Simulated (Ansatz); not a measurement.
Method: DFT, LDA (PW92), plane waves (420 eV) with PAW, scalar-relativistic in Ansatz. The PAW files were generated under PBE, with cores re-solved for the functional.

An element in the simple cubic structure gives this curve. The cell is scaled uniformly from the relaxed one, with fractional coordinates and shape fixed. Energies are extrapolated to zero smearing, pressures are those at the given smearing. Magnetic state: spin not included.

```
V (Å³/atom)  E − E₀ (meV/atom)  P (GPa)
     24.993               51.3     5.42
     26.129               21.3     3.33
     27.265                4.9     1.56
     28.401                0.0     0.06
     29.537                4.7    -1.21
     30.673               17.5    -2.28
     31.809               37.2    -3.18
```

(1) Which element is it?
A. magnesium
B. yttrium
C. lead
D. lutetium

Answers

(1) D. Its fit is V₀ = 28.38 Å³/atom, B₀ = 34 GPa, B₀′ = 3.2.
